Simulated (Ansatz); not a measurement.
# SrAs2H2, a known structure type with other elements, at an estimated volume

```xyz
5
Lattice="2.2632 3.9199 0.0000 -2.2632 3.9199 0.0000 0.0000 0.0000 4.8414" Properties=species:S:1:pos:R:3 pbc="T T T"
As   -0.0002    2.6134    2.2542
As    0.0002    5.2264    2.5873
H    -0.0002    2.6134    0.5166
H     0.0002    5.2264    4.3248
Sr    0.0000    0.0000    0.0000
```

Method: PBE, no spin polarisation; PAW, plane waves to 420 eV, 7×7×5 Γ-centred mesh, tetrahedron occupations (Ansatz 0.2.0), atoms fixed.

Is it stable against the elements?

0.01 eV an atom against the elements' usual phases (free molecules for gases, crystals otherwise, with no correction for O₂ or N₂), too near zero to call. Relaxing would lower it.

Which atom feels the largest force, and which way?

The largest is on As1 (and as large on other atoms): 1.13 eV/Å, components (0.00, 0.00, 1.13). It makes 180° with the line to a nearest neighbour, H3 at 1.74 Å, pointing away from it.

Give the Bader charges.

Bader charges in e: Sr +1.37, As -0.25, H -0.43. In the mean Sr gives up most and H takes most.

What happens at the Fermi level?

It is a metal, with about 2.3 states/eV a cell as the mean within 0.25 eV of the Fermi level, mostly As p (54 %) and H s (18 %).

Origin: a known structure type with other elements, at an estimated volume, so it need not be a known compound. Caveats: empty levels are not fully converged; forces and stress under tetrahedra may miss the slope of the energy.
